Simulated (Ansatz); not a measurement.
Input and command of a plane-wave DFT calculation in Ansatz:

```yaml
crystal:
  lattice:
    - [1.575566153, 0.9096535426, 5.8356367298]
    - [-1.575566153, 0.9096535426, 5.8356367298]
    - [0.0, -1.8193070852, 5.8356367298]
  atoms:
    - { symbol: Ta, position: [0.5, 0.5, 0.5] }
    - { symbol: Cu, position: [0.0, 0.0, 0.0] }
    - { symbol: "N", position: [0.1055680834, 0.1055680834, 0.1055680834] }
    - { symbol: "N", position: [0.8944319166, 0.8944319166, 0.8944319166] }
basis:
  ecutwfc: 420
kpoints:
  mp_grid: { grid: [12, 12, 12] }
hamiltonian:
  xc: pbesol
scf:
  occupations: { method: gaussian, width: 0.02 }
output:
  forces: true
  stress: true
  eigenvalues: true
relax:
  adjacent_minimum: "off"
  f_tol: 0.008
  max_steps: 50
  cell: { stress_tol: 0.08, p_target: -3.0 }
```

```bash
ansatz run input.yaml --threads 1 --pin off --max-ram 2560MiB --backend cpu --events-out ev --progress --plain --runs-dir out
```

Processor: Intel(R) Xeon(R) Platinum 8488C (Sapphire Rapids), 1 thread, on a host shared with other jobs.

**Question.** Estimate time, memory and problem size.

**Answer.** About 57 s on 1 thread of Intel(R) Xeon(R) Platinum 8488C (Sapphire Rapids), on a shared host, peak memory 0.54 GiB. It solves 26 bands at 189 k points (the mesh reduced by symmetry) with about 973 plane waves (on the last cell), in 30 SCF iterations over 5 ionic steps.
